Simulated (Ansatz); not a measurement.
Values for one crystal, relaxed and computed with r²SCAN in the plane-wave PAW code Ansatz; other levels are named.

```yaml
volume_per_atom: 19.00 Å³
electronic_character: metallic (no gap)
Density of states at the Fermi level: 0.49 states/eV per atom (mean over ±0.08 eV)
Formation energy from the elements (no fitted shifts): -0.90 eV/atom
```

**Question.** Which compound is it?
A) AlNi, CsCl type
B) PrGaPt, Pnma (Pr on 4c, Ga on 4c, Pt on 4c)
C) LaInPt4, F-43m (La on 4a, In on 4d, Pt on 16e)
D) SrGa2Au2, P4/nmm (Pearson symbol tP10)

**Answer.** C, LaInPt4, F-43m (La on 4a, In on 4d, Pt on 16e)

The first step of the workflow began from a Materials Project structure, measured or hypothetical; the Crystallography Open Database copy checked does not list it. With La and In taken as one species the cell has the higher symmetry Fd-3m, so it may be an ordered model of a mixed-site phase. Whether it is the stable phase at ambient conditions was not checked. The r²SCAN relaxation kept the symmetry of its start; whether a distortion lowers the energy is not shown. The run is not spin-polarised. The references are the lowest solids computed at this level, not always the standard phases. Spin–orbit coupling is left out wherever it is not named.

Potentials: the later of the program's two PAW sets.
